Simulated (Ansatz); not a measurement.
Spin-resolved density of states of EuZn (Pm-3m)

The source of the geometry is a structure as deposited in COD; atoms and cell stay fixed.

Functional, mesh and filling: LDA, 9×9×9 k mesh, Fermi–Dirac smearing of 0.08 eV. LAPW is all-electron LAPW in Ansatz 0.2.0. Site moments are integrated in spheres about the atoms.

The input and its command:

```yaml
crystal:
  lattice:
    - [3.808, 0.0, 0.0]
    - [0.0, 3.808, 0.0]
    - [0.0, 0.0, 3.808]
  atoms:
    - { symbol: Eu, position: [0.0, 0.0, 0.0], spin: 6.8 }
    - { symbol: Zn, position: [0.5, 0.5, 0.5] }
magnetization:
  spin_polarized: true
kpoints:
  mp_grid: { grid: [9, 9, 9] }
scf:
  occupations: { method: fermi_dirac, width: 0.08 }
hamiltonian:
  xc: lda
  pseudopotentials: { kind: all_electron, lapw: { basis_error: 0.001 } }
output:
  forces: true
  stress: true
  eigenvalues: false
  populations: true
  dos: { projected: true, de: 0.1, e_range: [-8, 5] }
```

Command: `ansatz run input.yaml --threads 1 --pin off --max-ram 3072MiB --backend cpu --events-out ev --progress --plain --runs-dir out`

Density of states, smoothed by a Gaussian of 0.15 eV:

| E − E_F (eV) | majority (states/eV/cell) | minority (states/eV/cell) |
| --- | --- | --- |
| -7.00 | 12.33 | 11.97 |
| -6.60 | 0.90 | 1.11 |
| -6.20 | 0.04 | 0.00 |
| -5.80 | 0.10 | 0.06 |
| -5.40 | 0.15 | 0.11 |
| -5.00 | 0.21 | 0.16 |
| -4.60 | 0.30 | 0.23 |
| -4.20 | 0.56 | 0.35 |
| -3.80 | 0.76 | 0.78 |
| -3.40 | 0.25 | 0.55 |
| -3.00 | 0.09 | 0.17 |
| -2.60 | 0.07 | 0.06 |
| -2.20 | 0.14 | 0.05 |
| -1.80 | 0.24 | 0.13 |
| -1.40 | 0.59 | 0.21 |
| -1.00 | 1.43 | 0.42 |
| -0.60 | 9.63 | 1.01 |
| -0.20 | 7.16 | 0.72 |
| 0.20 | 1.12 | 0.57 |
| 0.60 | 1.03 | 0.76 |
| 1.00 | 0.35 | 0.86 |
| 1.40 | 1.12 | 0.50 |
| 1.80 | 1.27 | 0.66 |
| 2.20 | 1.07 | 1.59 |
| 2.60 | 0.91 | 1.36 |
| 3.00 | 0.87 | 0.96 |
| 3.40 | 1.03 | 1.43 |
| 3.80 | 0.72 | 5.97 |
| 4.20 | 0.74 | 9.71 |

Task: What spin moment does the cell carry?

Result: 7.05 μB. Site moments (μB): Eu1 6.90, Zn2 0.04.

Löwdin populations of d and f shells (filled inner shells left out):

| shell | up | down |
| --- | --- | --- |
| Eu1 5d | 1.18 | 0.96 |
| Eu1 4f | 6.81 | 0.02 |

Without U a semilocal functional puts the f levels too near the Fermi level, which can change moments and the order of magnetic states; site and cell moments are spin moments. Spin–orbit coupling is left out although heavy atoms are present. With open f shells a run can end in a state that isn't the lowest. These are results for the start and cell typed. The real compound can order otherwise, in a larger cell, or not at all, since semilocal functionals at zero temperature often overstate magnetism.
